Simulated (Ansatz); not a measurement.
BiAu₂, first-principles data

BiAu₂ (cubic Laves (MgCu2 type), Fd-3m), a = b = c = 7.8776 Å, α = β = γ = 90.00°; the cell used has 6 atoms.

Space group Fd-3m (No. 227), cubic Laves (MgCu2 type); conventional cell a = 7.878 Å, b = 7.878 Å, c = 7.878 Å, α = 90.00°, β = 90.00°, γ = 90.00°.

Method: DFT-LDA in the program Ansatz with PAW potentials. Structure relaxed to zero pressure with the same functional. Other levels are named where they apply.

**Cell and energy**

| Item | Value |
|---|---|
| Volume per atom | 20.37 Å³ |
| Density | 16.38 g/cm³ |
| Formation energy from the elements (no fitted shifts) | -0.050 eV/atom |

**Electronic structure**

| Property | Value |
|---|---|
| Electronic character | metallic (no gap) |
| Density of states at the Fermi level | 0.19 states/eV per atom (mean over ±0.08 eV) |

**Mechanics**

| Property | Value |
|---|---|
| Bulk modulus (Birch–Murnaghan fit) | 134 GPa |
| Pressure derivative B′ | 5.3 |
| Elastic constants (relaxed ions, GPa) | C11 = 166, C12 = 118, C44 = 34.8 |
| Mechanical stability | stable (all eigenvalues of C positive) |
| Hill bulk and shear moduli | 134 and 30.1 GPa |
| Young's modulus | 84.0 GPa |
| Poisson's ratio | 0.40 |
| Debye temperature from the elastic constants | 167 K |

**Phonons**

| Property | Value |
|---|---|
| Highest zone-centre frequency | 196 cm⁻¹ |
| Zone-centre stability | no imaginary mode at Γ |

The workflow started from a Materials Project entry (that database holds measured and hypothetical structures alike); the Crystallography Open Database files this formula in space group No. 227, but the cells were not matched. Whether it is the stable phase at ambient conditions was not checked. The cell was relaxed with LDA under the symmetry of its start. As this level gives no gap, shear constants depend on the k-mesh and smearing (Fermi–Dirac, 0.1 eV here). As this level gives no gap, phonon frequencies hold no LO–TO term and depend on the k-mesh and smearing (Fermi–Dirac, 0.1 eV here). The references are the lowest solids computed at this level, not always the standard phases. Spin–orbit coupling is left out wherever it is not named.

Potentials: the later of the program's two PAW sets.
